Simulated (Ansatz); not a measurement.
BAs in space group P-6m2 (No. 187; B on 1a, As on 1f) under volume change, PBE in the plane-wave PAW code Ansatz, shape and atoms relaxed at each volume.

| V (Å³/atom) | E − E(relaxed) (meV/atom) | P (GPa) |
|---|---|---|
| 11.662 | 43.8 | 13.25 |
| 12.047 | ___ | ___ |
| 12.431 | 4.3 | 3.70 |
| 12.816 | 0.0 | 0.01 |
| 13.200 | 3.9 | -3.14 |
| 13.585 | 14.8 | -5.87 |
| 13.969 | ___ | ___ |

Q: Complete the blanks.

A: 
- 12.047, E − E(relaxed) (meV/atom): 18.3
- 12.047, P (GPa): 8.09
- 13.969, E − E(relaxed) (meV/atom): 31.7
- 13.969, P (GPa): -8.21

Q: What does a third-order Birch–Murnaghan fit give for V₀, B₀ and B′?

A: V₀ = 12.82 Å³/atom, B₀ = 114 GPa, B′ = 4.3.

The cell is a constructed one: a structure type filled with these elements; neither database checked (COD, Materials Project) lists it. It is not the phase usual at ambient conditions (space group No. 216). The PBE relaxation kept the symmetry of its start; its stability against distortions is not shown here.

Potentials: the later of the program's two PAW sets.
